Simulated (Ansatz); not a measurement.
SiMo2C in space group P6_3/mmc (No. 194; Si on 2d, Mo on 4f, C on 2a) under volume change, r²SCAN in the plane-wave PAW code Ansatz, shape and atoms relaxed at each volume.

| V (Å³/atom) | E − E(relaxed) (meV/atom) | P (GPa) |
|---|---|---|
| 11.655 | 88.3 | 25.89 |
| 12.039 | 37.5 | 16.36 |
| 12.423 | 9.0 | 7.64 |
| 12.807 | 0.0 | 0.01 |
| 13.192 | 8.0 | -6.49 |
| 13.576 | 30.4 | -12.07 |
| 13.960 | 65.2 | -16.81 |

Question: What does a third-order Birch–Murnaghan fit give for V₀, B₀ and B′?

Answer: V₀ = 12.81 Å³/atom, B₀ = 231 GPa, B′ = 3.7.

The start of the workflow was typed in or built on a structure type; neither database checked (COD, Materials Project) lists it. Whether it is the stable phase at ambient conditions was not checked. Symmetry was held in the r²SCAN relaxation; whether a distortion lowers the energy is not shown. No spin polarisation was allowed.

Potentials: the earlier of the program's two PAW sets.
